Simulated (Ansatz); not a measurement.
Here is an unrelaxed guess for Zn₂S.

```cif
data_structure
_symmetry_space_group_name_H-M 'I4/mcm'
_symmetry_Int_Tables_number 140
_cell_length_a 6.4011
_cell_length_b 6.4011
_cell_length_c 4.9065
_cell_angle_alpha 90.000
_cell_angle_beta 90.000
_cell_angle_gamma 90.000
_cell_volume 201.04
loop_
_atom_site_label
_atom_site_type_symbol
_atom_site_symmetry_multiplicity
_atom_site_Wyckoff_symbol
_atom_site_fract_x
_atom_site_fract_y
_atom_site_fract_z
_atom_site_occupancy
Zn1 Zn 8 h 0.84250 0.65750 0.50000 1
S1 S 4 c 0.00000 0.00000 0.50000 1
```

All numbers below come from DFT PBE, scalar-relativistic, plane waves, PAW in Ansatz. Cutoff 420 eV; k points 4×4×4 on the computed 6-atom cell (Γ-centred); Gaussian smearing, width 0.10 eV; no spin polarisation.

Formation energies are uncorrected and refer to the elements' standard structures at the same level.

**Question.** What does a single point on this coarse mesh give?

**Answer.** The pressure is 2.9 GPa (the mean over three directions, positive in compression), the largest force is 1.17 eV/Å, and the energy is +0.19 eV/atom against the elements. The shortest distance is 2.41 Å.

**Question.** Is it a good guess?

**Answer.** A good one: relaxing gains under 0.1 eV/atom (the start's value is from the coarse mesh, so the gain is rough) in 10 ionic steps and ends at +0.10 eV/atom on the finer mesh. The symmetry stays I4/mcm (No. 140). The volume per atom grows by 4.7 %, from 16.8 to 17.5 Å³. The shortest distance goes from 2.41 Å (Zn–S) to 2.43 Å (Zn–Zn). Conventional cell: a = 6.474 Å, c = 5.020 Å. Zn is surrounded by 1 Zn at 2.43 Å and 2 S at 2.53 Å; S is surrounded by 2 S at 2.51 Å and 4 Zn at 2.53 Å.

The last run used a 10×10×10 mesh for its 6-atom cell and Gaussian smearing of 0.10 eV. The reference form of S is held partly by dispersion forces, which this level lacks. The relaxation can't lower the symmetry of the start, and the grade says only how near the guess is to its own end. A structure relaxed within its symmetry needn't be a true minimum. Another cell of Zn2S relaxed alike, in P4/nmm, lies 278 meV/atom lower, so this cell isn't the stable form at this level.
